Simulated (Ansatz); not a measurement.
# Pressure coefficients of TiCo

```
Ti Co
1.0
     2.98611    0.00000    0.00000
     0.00000    2.98611    0.00000
     0.00000    0.00000    2.98611
Ti Co
1 1
Direct
  0.00000 0.00000 0.00000
  0.50000 0.50000 0.50000
```

Structure from Materials Project entry mp-823 (possibly hypothetical), not relaxed further.

The magnetic state is the one reached from the start moments; no search over orders was made, so it needn't be the ground state.

Computed with DFT, PBEsol, all-electron LAPW, scalar-relativistic in Ansatz 0.2.0.

The runs use a Γ-centred 11×11×11 k mesh, Fermi–Dirac smearing of 0.03 eV, basis error target 0.25 meV/atom, spin-polarised from start moments Ti1 -1, Co2 2 μB.

The cell is scaled evenly with fractional coordinates held.

```csv
V/V(cell),P (GPa),cell moment (μB)
0.9800,-4.14,0.836
1.0000,-7.20,0.876
1.0200,-10.07,0.888
1.0600,-15.02,0.902
```

Problem. From the rows at 0.9800 and 1.0200, what is the bulk modulus at the cell's volume?

Solution. B = −ΔP/Δln V = −[(-10.07) − (-4.14)]/0.04001 = 148.2 GPa. This is the modulus at -7.20 GPa, not at zero pressure.

In a magnetic metal the moment, and with it the modulus, depend on the k mesh by some per cent, and the slopes vary along the table.

Problem. How does the moment scale with volume?

Solution. dln M/dln V = ln(0.888/0.836)/0.04001 = 1.5: expansion raises it.

Problem. Predict the row at V/V(cell) = 0.9405. How far is a linear estimate of P off?

Solution. P = 2.33 GPa, moment 0.571 μB. The linear estimate P(cell) − B ln(V/V(cell)) = 1.89 GPa misses by 0.44 GPa, since the modulus grows under compression.
